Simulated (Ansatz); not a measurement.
Consider the following.

LaTiGe3:
Space group P6₃/mmc (No. 194); a = 6.297 Å, b = 6.297 Å, c = 5.950 Å, α = 90.00°, β = 90.00°, γ = 120.00°

| atom | site | symmetry | x | y | z |
|---|---|---|---|---|---|
| La | 2d | -6m2 | 0.6667 | 0.3333 | 0.2500 |
| Ti | 2a | -3m. | 0.0000 | 0.0000 | 0.0000 |
| Ge | 6h | mm2 | 0.1976 | 0.3951 | 0.2500 |

This is the r²SCAN-relaxed structure.

Problem. All from DFT-r²SCAN in the program Ansatz with PAW potentials, unless another level is named. Estimate the electronic character.

Solution. metallic (no gap).

Problem. Give the density of states at the Fermi level.

Solution. 0.23 states/eV per atom (mean over ±0.08 eV).

Problem. And the formation energy from the elements (no fitted shifts)?

Solution. -0.78 eV/atom.

Space group P6_3/mmc. The first step of the workflow began from a Materials Project structure, measured or hypothetical; the Crystallography Open Database copy checked does not list it. Its standing as an ambient phase is unchecked. Symmetry was held in the r²SCAN relaxation; whether a distortion lowers the energy is not shown. The run is not spin-polarised. The references are the lowest solids computed at this level, not always the standard phases. Spin–orbit coupling is left out wherever it is not named.

Potentials: the later of the program's two PAW sets.
